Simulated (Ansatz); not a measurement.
NaCl (rock salt, Fm-3m), PBEsol (plane waves, PAW; program Ansatz). The conduction-band minimum lies at Γ, with 1 equivalent valley. Second derivatives d²E/dk² of the lowest band at one valley (eV·Å²), along Cartesian directions:

```
direction  d²E/dk²
---------  -------
[100]        19.63
[010]        19.63
[001]        19.63
[110]        19.63
[101]        19.63
[011]        19.63
```

Problem. Find the principal effective masses, the density-of-states mass and the conductivity mass.

Solution. Off-diagonal terms follow from H_xy = H[110] − (H_xx + H_yy)/2, and m*/mₑ = 7.620 eV·Å² over each eigenvalue: 0.39, 0.39, 0.39. One valley's DOS mass (m₁m₂m₃)^(1/3) = 0.39, conductivity mass 3/(Σ 1/mᵢ) = 0.39 mₑ.

Problem. What effective density of states Nc follows at 300 K for parabolic valleys?

Solution. Nc = 2.509e19 × 1 × (0.39)^(3/2) ≈ 6.1e18 cm⁻³.

Problem. With the computed static dielectric constant 6.02 (mean of the diagonal), estimate a hydrogenic donor's binding energy and radius.

Solution. E = 13.606 eV × 0.39/6.02² ≈ 150 meV; a = 0.529 Å × ε/m* ≈ 8.2 Å. Semilocal masses tend to be too small where the gap is.

Problem. With ε∞ = 2.56 and ω_LO = 255 cm⁻¹, what Fröhlich coupling constant follows?

Solution. α = (1/ε∞ − 1/ε0) √(m* × 13.606 eV/ħω_LO) = 2.9.

The PBEsol relaxation kept the symmetry of its start; phonons on a q-mesh show no instability.

Potentials: the earlier of the program's two PAW sets.
